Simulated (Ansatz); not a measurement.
Input file for Ansatz (a quantum-chemistry and plane-wave program):

Ansatz 0.2 input:
```yaml
crystal:
  lattice:
    - [4.1918706514, 0.0, 0.0]
    - [0.0, 4.1918706514, 0.0]
    - [0.0, 0.0, 4.1918706514]
  atoms:
    - { symbol: O, position: [0.0, 0.5, 0.5] }
    - { symbol: O, position: [0.5, 0.0, 0.5] }
    - { symbol: O, position: [0.5, 0.5, 0.0] }
    - { symbol: Ba, position: [0.0, 0.0, 0.0] }
    - { symbol: Zr, position: [0.5, 0.5, 0.5] }
kpoints:
  mp_grid: { grid: [4, 4, 4] }
hamiltonian:
  xc: hse06
  pseudopotentials: { kind: paw }
magnetization: { noncollinear: true, spin_orbit: true }
scf:
  n_extra_bands: 12
  occupations: { method: gaussian, width: 0.02 }
output:
  eigenvalues: true
  eigenstates:
    e_range: [-9.0, 15.1]
    kpoints:
      - [0.5, 0.5, 0.5]  # VBM
      - [0.0, 0.0, 0.0]  # CBM
      - [0.0, 0.0, 0.0]  # GAMMA
      - [0.5, 0.5, 0.5]  # R
      - [0.5, 0.5, 0.0]  # M
      - [0.0, 0.5, 0.0]  # X
```

Output (shortened):

```
Pseudopotential: O, paw_fr, valence charge 6
Pseudopotential: Ba, paw_fr, valence charge 10
Pseudopotential: Zr, paw_fr, valence charge 12
Functional definition: HSE06
non-collinear run that drives no moment, with spin-orbit …
Crystal: 5 atoms, lattice volume = 73.659 Å³
Basis set: ecut = 420 eV, 1419 PW (Γ)
Bands: 52, of which v1, the nominal top of the filled ones, is band 40 counted from 1 (39 counted from 0)
Symmetry: 48 space group operations + 48 with time reversal
k-points: 10 of 64
Projection manifold: j_resolved (fully-relativistic pseudo-atomic orbitals)
SCF iter   1: F=—  HF=-11850.162976 eV  |F-HF|=—  |Δ(HF+E_count)|=         —  Δρ=4.76e-2  dr2=1.11e0  dr2_m=0.00e0 (ungated)  ethr=1.00e-1  |M|=0.00e0 ∫|m|=0.00e0 μB  |m|>n=0.0e0 m-floor=0.0e0 τ_xc=0.0e0  β_m=0.30  ⟨swp⟩=6.0  Hψ=1954  notcnv=0
preconditioner: auto → none
SCF iter   2: F=—  HF=-11850.205614 eV  |F-HF|=—  |Δ(HF+E_count)|=   4.26e-2  Δρ=2.69e-2  dr2=3.85e-1  dr2_m=0.00e0 (ungated)  ethr=2.77e-3  |M|=0.00e0 ∫|m|=0.00e0 μB  |m|>n=0.0e0 m-floor=0.0e0 τ_xc=0.0e0  β_m=0.46  ⟨swp⟩=5.2  Hψ=1522  notcnv=0  defer=8
SCF iter   3: F=—  HF=-11850.265384 eV  |F-HF|=—  |Δ(HF+E_count)|=   5.98e-2  Δρ=1.56e-2  dr2=8.65e-2  dr2_m=0.00e0 (ungated)  ethr=9.63e-4  |M|=0.00e0 ∫|m|=0.00e0 μB  |m|>n=0.0e0 m-floor=0.0e0 τ_xc=0.0e0  β_m=0.44  ⟨swp⟩=5.1  Hψ=1374  notcnv=0  defer=6
iter 4 solved again at ethr=1.37e-5 eV; its pass at ethr=2.16e-4 eV (dr2=5.50e-3 eV) is discarded
SCF iter   4: F=—  HF=-11850.277889 eV  |F-HF|=—  |Δ(HF+E_count)|=   1.25e-2  Δρ=3.61e-3  dr2=5.79e-3  dr2_m=0.00e0 (ungated)  ethr=1.37e-5  |M|=0.00e0 ∫|m|=0.00e0 μB  |m|>n=0.0e0 m-floor=0.0e0 τ_xc=0.0e0  β_m=0.60  ⟨swp⟩=5.8  Hψ=2702  notcnv=0  defer=20
SCF iter   5: F=-11850.280626 eV  HF=-11850.280582 eV  |F-HF|=4.31e-5  |Δ(HF+E_count)|=   2.69e-3  Δρ=6.80e-4  dr2=3.15e-4  dr2_m=0.00e0 (ungated)  ethr=1.37e-5  |M|=0.00e0 ∫|m|=0.00e0 μB  |m|>n=0.0e0 m-floor=0.0e0 τ_xc=0.0e0  ⟨swp⟩=4.9  Hψ=1404  notcnv=0  defer=10
SCF 1 stopped early in 5 iterations: F = -11850.280626 eV  dr2 = 3.15e-4
Crystal: 5 atoms, lattice volume = 73.659 Å³
Projection manifold: j_resolved (fully-relativistic pseudo-atomic orbitals)
Exchange kernel: α = 0.2500, screened, ω = 0.2079 Å⁻¹, Wigner–Seitz truncation, v(0) = 1038.5248 eV·Å³, q-mesh 4×4×4, nearest image of the exchange supercell L …
Frozen-core exchange: fock
SCF iter   1: F=—  HF=-11848.938431 eV  |F-HF|=—  |Δ(HF+E_count)|=         —  Δρ=1.09e-2  dr2=1.40e-1  dr2_m=0.00e0 (ungated)  ethr=7.88e-6  |M|=0.00e0 ∫|m|=0.00e0 μB  |m|>n=0.0e0 m-floor=0.0e0 τ_xc=0.0e0  β_m=0.30  ⟨swp⟩=7.9  Hψ=2584  notcnv=0
preconditioner: auto → none
SCF iter   2: F=—  HF=-11848.900510 eV  |F-HF|=—  |Δ(HF+E_count)|=   3.79e-2  Δρ=5.18e-3  dr2=1.60e-2  dr2_m=0.00e0 (ungated)  ethr=7.88e-6  |M|=0.00e0 ∫|m|=0.00e0 μB  |m|>n=0.0e0 m-floor=0.0e0 τ_xc=0.0e0  β_m=0.44  ⟨swp⟩=5.1  Hψ=1944  notcnv=0
SCF iter   3: F=—  HF=-11848.913171 eV  |F-HF|=—  |Δ(HF+E_count)|=   1.27e-2  Δρ=1.83e-3  dr2=2.41e-3  dr2_m=0.00e0 (ungated)  ethr=7.88e-6  |M|=0.00e0 ∫|m|=0.00e0 μB  |m|>n=0.0e0 m-floor=0.0e0 τ_xc=0.0e0  β_m=0.44  ⟨swp⟩=4.5  Hψ=1638  notcnv=0
SCF iter   4: F=—  HF=-11848.912203 eV  |F-HF|=—  |Δ(HF+E_count)|=   9.68e-4  Δρ=6.51e-4  dr2=1.71e-4  dr2_m=0.00e0 (ungated)  ethr=5.27e-6  |M|=0.00e0 ∫|m|=0.00e0 μB  |m|>n=0.0e0 m-floor=0.0e0 τ_xc=0.0e0  β_m=0.61  ⟨swp⟩=3.7  Hψ=1158  notcnv=0
SCF iter   5: F=—  HF=-11848.912419 eV  |F-HF|=—  |Δ(HF+E_count)|=   2.15e-4  Δρ=2.35e-4  dr2=3.29e-5  dr2_m=0.00e0 (ungated)  ethr=3.85e-7  |M|=0.00e0 ∫|m|=0.00e0 μB  |m|>n=0.0e0 m-floor=0.0e0 τ_xc=0.0e0  β_m=0.61  ⟨swp⟩=4.2  Hψ=1506  notcnv=0
SCF iter   6: F=-11848.912405 eV  HF=-11848.912408 eV  |F-HF|=3.21e-6  |Δ(HF+E_count)|=   1.06e-5  Δρ=8.44e-5  dr2=5.08e-6  dr2_m=0.00e0 (ungated)  ethr=7.92e-8  |M|=0.00e0 ∫|m|=0.00e0 μB  |m|>n=0.0e0 m-floor=0.0e0 τ_xc=0.0e0  ⟨swp⟩=3.0  Hψ=1062  notcnv=0
SCF 2 stopped early in 6 iterations: F = -11848.912405 eV  dr2 = 5.08e-6
hybrid outer 1: dexx = +2.112e-2 eV, tail = 3.70e-5 eV
Crystal: 5 atoms, lattice volume = 73.659 Å³
Projection manifold: j_resolved (fully-relativistic pseudo-atomic orbitals)
Exchange kernel: α = 0.2500, screened, ω = 0.2079 Å⁻¹, Wigner–Seitz truncation, v(0) = 1038.5248 eV·Å³, q-mesh 4×4×4, nearest image of the exchange supercell L …
Frozen-core exchange: fock
SCF iter   1: F=—  HF=-11848.912182 eV  |F-HF|=—  |Δ(HF+E_count)|=         —  Δρ=4.50e-5  dr2=1.07e-6  dr2_m=0.00e0 (ungated)  ethr=4.63e-7  |M|=0.00e0 ∫|m|=0.00e0 μB  |m|>n=0.0e0 m-floor=0.0e0 τ_xc=0.0e0  β_m=0.30  ⟨swp⟩=5.0  Hψ=1276  notcnv=0
preconditioner: auto → none
SCF iter   2: F=—  HF=-11848.912183 eV  |F-HF|=—  |Δ(HF+E_count)|=   9.10e-7  Δρ=3.70e-5  dr2=6.37e-7  dr2_m=0.00e0 (ungated)  ethr=2.31e-9  |M|=0.00e0 ∫|m|=0.00e0 μB  |m|>n=0.0e0 m-floor=0.0e0 τ_xc=0.0e0  β_m=0.65  ⟨swp⟩=5.1  Hψ=1602  notcnv=0
SCF iter   3: F=—  HF=-11848.912183 eV  |F-HF|=—  |Δ(HF+E_count)|=   2.87e-8  Δρ=2.34e-5  dr2=2.29e-7  dr2_m=0.00e0 (ungated)  ethr=1.23e-9  |M|=0.00e0 ∫|m|=0.00e0 μB  |m|>n=0.0e0 m-floor=0.0e0 τ_xc=0.0e0  β_m=0.59  ⟨swp⟩=3.9  Hψ=1262  notcnv=0
iter 4 solved again at ethr=3.97e-11 eV; its pass at ethr=4.52e-10 eV (dr2=1.59e-8 eV) is discarded
SCF iter   4: F=-11848.912183 eV  HF=-11848.912183 eV  |F-HF|=1.10e-8  |Δ(HF+E_count)|=   5.30e-8  Δρ=6.50e-6  dr2=5.84e-8  dr2_m=0.00e0 (ungated)  ethr=3.97e-11  |M|=0.00e0 ∫|m|=0.00e0 μB  |m|>n=0.0e0 m-floor=0.0e0 τ_xc=0.0e0  ⟨swp⟩=3.9  Hψ=2298  notcnv=0  defer=4
SCF 3 converged in 4 iterations: F = -11848.912183 eV  dr2 = 5.84e-8
hybrid outer 2: dexx = +4.814e-7 eV, tail = 1.27e-7 eV, Δε = 2.46e-3 eV (about 1.82e-4 eV left of the loop's levels)
NSCF: frozen V_eff on 6 k-points
hybrid SCF converged: 2 outer / 10 inner (+5 warm-up), last move |dexx| = 4.81e-7 eV, tail = 1.27e-7 eV
Stability not checked (fock_operator)
Magnetization: |M| = 0.0000 μB,  M = (+0.0000, +0.0000, +0.0000) μB
Absolute magnetization: 0.0000 μB (∫|m|)
  site 0: m = (+0.0000, +0.0000, +0.0000) μB, |m| = 0.0000 μB  (R = 0.86 Å)
  site 1: m = (+0.0000, +0.0000, +0.0000) μB, |m| = 0.0000 μB  (R = 0.86 Å)
  site 2: m = (+0.0000, +0.0000, +0.0000) μB, |m| = 0.0000 μB  (R = 0.86 Å)
  site 3: m = (+0.0000, +0.0000, +0.0000) μB, |m| = 0.0000 μB  (R = 1.22 Å)
  site 4: m = (+0.0000, +0.0000, +0.0000) μB, |m| = 0.0000 μB  (R = 0.86 Å)
Free energy (F): -11848.912184 eV
Frozen-core exchange: fock
Harris-Foulkes:  -11848.912184 eV  (|F-HF|=1.10e-8)
Internal energy: -11848.912184 eV  (E = F + TS)
E sigma→0 (E₀):  -11848.912184 eV
Fermi energy:    11.145078 eV
--- Per-component energies (eV) ---
  E_band       = -164.290213
  E_kinetic    = 1035.902956
  E_local      = -1936.385168  (includes V_loc(G=0)·N_el)
  E_nonlocal   = 270.640721
  E_hartree    = 687.436895
  E_xc         = -446.392919
  E_vxc        = -490.757665  (∫ρ·V_xc dr)
  E_exx        = -109.271558  (= α·E_x^exact, valence–valence)
  E_paw        = -8656.802213  (= ΣΔE_a)
  E_vpaw       = -200.029151  (= ΣTr[D̂ρ^β])
  E_aug_tail   = 0.007302  (compensation charges beyond the density's cutoff)
  E_ewald      = -2693.435983
  E_core_change = -0.612217  (= ΣΔE_core)
  E_smearing   =  0.000000  (= −TS)
  E_closure    = 0.000000  (closes the sum)
  Σ components = -11848.912184   (vs F -11848.912184, Δ=0.00e0)
  [band-id]    e_kinetic+e_local+e_nonlocal+2·e_hartree+e_vxc+2·e_exx+e_vpaw+e_augmentation_tail = -164.290330   (vs E_band -164.290213, Δ=-1.17e-4)
--- Band table (eV; the first three rows and the last of 10) ---
  k-point 0: bands = ["-41.0353", "-41.0353", "-19.0307", "-19.0307", "-17.7254", "-17.7254", "-17.2774", "-17.2774", "-17.2774", "-17.2774", "-9.1410", "-9.1410", "-8.8584", "-8.8584", "-8.8584", "-8.8584", "-3.2809", "-3.2809", "-1.2459", "-1.2459", …
  k-point 1: bands = ["-41.0334", "-41.0334", "-19.0769", "-19.0769", "-17.7499", "-17.7499", "-17.3222", "-17.3222", "-17.2716", "-17.2716", "-9.1939", "-9.1939", "-8.8470", "-8.8470", "-8.3689", "-8.3689", "-3.2187", "-3.2187", "-1.1955", "-1.1955", …
  k-point 2: bands = ["-41.0316", "-41.0316", "-19.1270", "-19.1270", "-17.7855", "-17.7855", "-17.3418", "-17.3418", "-17.2659", "-17.2659", "-9.3116", "-9.3116", "-8.8355", "-8.8355", "-7.7634", "-7.7634", "-3.1580", "-3.1580", "-1.1438", "-1.1438", …
  k-point 9: bands = ["-41.0243", "-41.0243", "-19.2444", "-19.2444", "-17.5999", "-17.5999", "-17.5999", "-17.5999", "-17.5735", "-17.5735", "-7.9382", "-7.9382", "-7.7131", "-7.7131", "-7.7131", "-7.7131", "-3.6961", "-3.6961", "-1.8669", "-1.8669", …
```

Cost: about 6 core-minutes (a rough figure) on shared cores.

The points marked VBM and CBM come from a semilocal run.

Space group Pm-3m (cubic perovskite). The cell was relaxed with HSE06 under the symmetry of its start. The run is not spin-polarised.

Potentials: the later of the program's two PAW sets.

Ansatz is a plane-wave DFT program.
